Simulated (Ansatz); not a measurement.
BaAs₂Rh₂: do energies and stresses tell the same story?

Computed with Ansatz 0.2.0, DFT PBEsol, scalar-relativistic, plane waves, PAW.

Plane waves to 420 eV, a k mesh through Γ of 12×12×12 on the computed 5-atom cell and Gaussian smearing (0.10 eV); no spin polarisation.

Relaxed cell: I4/mmm, a = 4.017 Å, b = 4.017 Å, c = 12.791 Å, α = 90.00°, β = 90.00°, γ = 90.00°, 5 atoms in the primitive cell. Whether it is the stable form of this composition wasn't checked.

Energies at zero smearing and pressures from the stress tensor, at volumes with shape and atoms relaxed:
```csv
V (Å³/atom),E − E(first) (meV/atom),P (GPa)
19.404,0.00,5.97
20.023,-16.54,2.71
20.642,-21.55,0.00
21.262,-16.89,-2.30
21.881,-4.17,-4.19
```

Check P = −dE/dV between neighbouring volumes, and get the bulk modulus from the pressures alone.

With 1 eV/Å³ = 160.2 GPa:
| middle V (Å³/atom) | −ΔE/ΔV (GPa) | mean P (GPa) |
| --- | --- | --- |
| 19.713 | 4.278 | 4.340 |
| 20.333 | 1.296 | 1.356 |
| 20.952 | -1.205 | -1.150 |
| 21.571 | -3.290 | -3.246 |

The two differ by 0.06 GPa at most. The mean of two end pressures misses the average over a step by about ΔV² P″/12, up to 0.05 GPa here; with that taken off 0.02 GPa remains. Around V = 20.642 Å³/atom, the two neighbours give B = −V ΔP/ΔV = 20.642 × 5.01 / 1.239 = 83.6 GPa, against B0 = 83.1 GPa from the Birch–Murnaghan fit of the energies.